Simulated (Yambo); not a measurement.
**How GW settings move the gap: K₂AgAlCl₆**

G0W0@PBEsol for K$_{2}$AgAlCl$_{6}$ (space group Fm-3m, No. 225) in Yambo. Reference settings: 2×2×2 Γ-centred k mesh, bands 5 to 372 and a 7 Ry block in the screening, 372 bands in G with the Bruneval-Gonze terminator, plasmon pole fitted at 27.2 eV. The PBEsol gap Γ → Γ on this mesh is 2.09 eV; G0W0 gaps are taken between the same points.

```tsv
change from the reference	G0W0 gap Γ → Γ (eV)	shift of the valence edge (eV)	rough Yambo cost
reference settings	4.41	-1.36	1
140 bands in W, 140 bands in G	4.66	-1.20	about 1/3
239 bands in W, 239 bands in G	4.47	-1.28	within a factor of two
239 bands in G	4.42	-1.35	–
3 Ry block	4.37	-1.28	within a factor of two
6 Ry block	4.39	-1.33	within a factor of two
pole fitted at 10 eV	4.40	-1.23	–
no random integration	4.32	-1.11	–
239 bands in G, no terminator	4.26	-1.00	–
no terminator	4.30	-1.16	–
```

The reference isn't shown to be the converged limit. Costs are rough (shared machines), scaled to the same edge states, and given only for runs that recompute the screening.

Spin-orbit splittings are left out.

Geometry of the Materials Project entry, not relaxed at this level; primitive cell a = b = c = 7.1736 Å, α = β = γ = 60.00°.

The structure is a Materials Project entry; no match was found in the copy of COD used, and its stability was not checked.

A shift is the quasiparticle energy of the state minus its PBEsol energy.
